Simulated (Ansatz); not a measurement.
AlN:
```xyz
8
Lattice="3.0783 0.0000 0.0000 -1.5392 2.6659 0.0000 0.0000 0.0000 9.9681" Properties=species:S:1:pos:R:3 pbc="T T T"
Al     0.0000     0.0000     0.0145
Al     0.0000     0.0000     4.9985
Al     1.5392     0.8886     7.4796
Al     0.0000     1.7773     2.4956
N      0.0000     0.0000     8.0933
N      0.0000     0.0000     3.1093
N      1.5392     0.8886     5.6011
N      0.0000     1.7773     0.6170
```

Relaxed with LDA. Special points in fractions of this cell's reciprocal vectors: Γ (0.000, 0.000, 0.000); M (0.500, 0.000, 0.000); K (0.333, 0.333, 0.000); A (0.000, 0.000, 0.500); L (0.500, 0.000, 0.500); H (0.333, 0.333, 0.500).

Task: List the band energies nearest the valence-band maximum at these points for LDA in the plane-wave PAW code Ansatz.

Result: In eV from the valence-band maximum; about four levels below and three above (degenerate sets whole), none deeper than 8.9 eV; points with the same levels are listed once.

```json
[
 {"k": "Γ", "below": "-0.36 -0.36 -0.10 -0.10 0.00", "above": "4.40 6.47 6.74"},
 {"k": "M", "below": "-1.33 -1.29 -0.77 -0.58", "above": "3.97 4.63 6.98"},
 {"k": "K", "below": "-2.36 -1.53 -1.53 -0.76", "above": "5.81 5.81 7.36 7.36"},
 {"k": "A", "below": "-0.19 -0.19 -0.19 -0.19", "above": "5.32 5.32 7.11 7.11"},
 {"k": "L", "below": "-1.36 -1.36 -0.83 -0.83", "above": "4.54 4.54 6.64 6.64"},
 {"k": "H", "below": "-1.45 -1.45 -1.31 -1.31", "above": "5.56 5.56 7.60 7.60"}
]
```

Space group P6_3mc. A made-up cell: these elements were put on the sites of a structure type. Its sites differ from those of the usual phase in this space group: another stacking or structure type. The LDA relaxation kept the symmetry of its start; phonons on a q-mesh show no instability.

Potentials: the later of the program's two PAW sets.
